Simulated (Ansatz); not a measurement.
Data:

SnSe:
```cif
data_Se4Sn4
_chemical_formula_sum 'Sn4 Se4'
_space_group_name_H-M_alt 'Pnma'
_space_group_IT_number 62
_space_group_name_Hall '-P 2ac 2n'
_cell_length_a 11.33261
_cell_length_b 4.11732
_cell_length_c 4.31292
_cell_angle_alpha 90.000
_cell_angle_beta 90.000
_cell_angle_gamma 90.000
loop_
_atom_site_label
_atom_site_type_symbol
_atom_site_symmetry_multiplicity
_atom_site_Wyckoff_symbol
_atom_site_fract_x
_atom_site_fract_y
_atom_site_fract_z
_atom_site_occupancy
Sn1 Sn 4 c 0.11772 0.75000 0.09417 1
Se1 Se 4 c 0.14234 0.25000 0.52416 1
```

This is the LDA-relaxed structure.

Problem. All from LDA (plane waves, PAW; program Ansatz), unless another level is named. Give the highest zone-centre frequency (without LO–TO term).

Solution. 181 cm⁻¹.

Problem. Give the bulk modulus (Birch–Murnaghan fit).

Solution. 39.7 GPa.

Symmetry was held in the LDA relaxation; of distortions, only those at the zone centre were tested. A crystal of weakly bound layers computed without a dispersion correction: the cell and the soft elastic constants depend strongly on that. Scalar-relativistic: spin–orbit coupling is off unless named, which matters more the heavier the elements.

Potentials: the earlier of the program's two PAW sets.
